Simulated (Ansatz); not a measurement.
Relaxed-ion elastic tensor of ScPd₃C (anti-perovskite, Pm-3m) in GPa (Voigt order), the program Ansatz at the PBEsol level (PAW); density 8.76 g/cm³, 14.27 Å³ per atom.

```tsv
	1	2	3	4	5	6
1	294	134	134	0.0	0.0	0.0
2	134	294	134	0.0	0.0	0.0
3	134	134	294	0.0	0.0	0.0
4	0.0	0.0	0.0	7.5	0.0	0.0
5	0.0	0.0	0.0	0.0	7.5	0.0
6	0.0	0.0	0.0	0.0	0.0	7.5
```

**Question.** Is the crystal mechanically stable?

**Answer.** Yes: the smallest eigenvalue of C is 7.5 GPa.

**Question.** Work out the Voigt and Reuss bounds. Is their mean of use?

**Answer.** K_V = 187, K_R = 187; G_V = 36.6, G_R = 11.8 GPa. The bounds lie so far apart that a Hill average or a Debye temperature from it would say little.

The start of the workflow was typed in or built on a structure type; neither database checked (COD, Materials Project) lists it. Its standing as an ambient phase is unchecked. Symmetry was held in the PBEsol relaxation; phonons show weakly imaginary modes. The run is not spin-polarised. As this level gives no gap, shear constants depend on the k-mesh and smearing (Fermi–Dirac, 0.1 eV here).

Potentials: the later of the program's two PAW sets.
